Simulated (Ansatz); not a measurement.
Data:

Cs₂NaScCl₆:
```yaml
crystal:
  lattice:
    - [0.00000, 5.08740, 5.08740]
    - [5.08740, 0.00000, 5.08740]
    - [5.08740, 5.08740, 0.00000]
  atoms:
    - { symbol: Cs, position: [0.75000, 0.75000, 0.75000] }
    - { symbol: Cs, position: [0.25000, 0.25000, 0.25000] }
    - { symbol: Na, position: [0.50000, 0.50000, 0.50000] }
    - { symbol: Sc, position: [0.00000, 0.00000, 0.00000] }
    - { symbol: Cl, position: [0.76009, 0.23991, 0.23991] }
    - { symbol: Cl, position: [0.23991, 0.76009, 0.76009] }
    - { symbol: Cl, position: [0.23991, 0.76009, 0.23991] }
    - { symbol: Cl, position: [0.76009, 0.23991, 0.76009] }
    - { symbol: Cl, position: [0.23991, 0.23991, 0.76009] }
    - { symbol: Cl, position: [0.76009, 0.76009, 0.23991] }
```

This is the LDA-relaxed structure.

Task: All from LDA (plane waves, PAW; program Ansatz), unless another level is named. Give the Poisson's ratio.

Result: 0.27.

Task: And the vibrational entropy at 300 K?

Result: 41.1 J/(K·mol of atoms).

Task: Give the highest zone-centre frequency (without LO–TO term).

Result: 317 cm⁻¹.

Space group Fm-3m. The first step of the workflow began from a Materials Project structure, measured or hypothetical; the Crystallography Open Database copy checked does not list it. Its standing as an ambient phase is unchecked. Symmetry was held in the LDA relaxation; phonons on a q-mesh show no instability. The run is not spin-polarised. Spin–orbit coupling is left out wherever it is not named.

Potentials: the later of the program's two PAW sets.
